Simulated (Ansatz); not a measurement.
The relaxed structure here is a generated cell of AlPt: the first start was made by a random draw of sites in a space group, and the end was not matched to a known phase here, so it may be hypothetical.

A relaxed cell of AlPt (Fm-3m (No. 225)), relaxed on a k-mesh at least as fine as the one used below. Level of theory: PBE (plane waves to 420 eV, PAW, scalar-relativistic; Ansatz, a quantum-chemistry and plane-wave program). Γ-centred k-mesh 11×11×6 on the run's cell (coarser than for final values), Fermi–Dirac smearing 0.05 eV.

```xyz
4
Lattice="0.0000 2.5678 2.5678 2.5678 0.0000 2.5678 5.1357 5.1357 0.0000" Properties=species:S:1:pos:R:3 pbc="T T T"
Al     2.5678     2.5678     2.5678
Al     5.1357     5.1357     2.5678
Pt     0.0000     0.0000     0.0000
Pt     2.5678     2.5678     0.0000
```

The atoms are displaced by (Å):

```json
[
 {"atom": "Al1", "ux": "-0.053", "uy": "0.060", "uz": "0.038"},
 {"atom": "Al2", "ux": "0.114", "uy": "0.014", "uz": "0.028"},
 {"atom": "Pt3", "ux": "-0.020", "uy": "-0.078", "uz": "0.107"},
 {"atom": "Pt4", "ux": "0.111", "uy": "0.053", "uz": "-0.116"}
]
```

Question: What forces (eV/Å) and pressure result?

Answer: 
```csv
atom,Fx,Fy,Fz
Al1,0.50,-0.12,-0.11
Al2,-0.72,-0.10,-0.30
Pt3,0.44,0.41,-0.30
Pt4,-0.22,-0.19,0.71
```

Pressure +1.6 GPa.

Question: Estimate the energy cost of the displacement in the harmonic approximation and compare with the calculation.

Answer: For a harmonic well ΔE = −½ Σ F·u = 0.159 eV a cell, or 40 meV/atom. The calculated energy relative to the undisplaced cell is +0.04 eV/atom, so the harmonic estimate holds well.

No spin polarisation in the result.

The run that gave the undisplaced cell could not lose the symmetry of its start, so the end can be a saddle point.
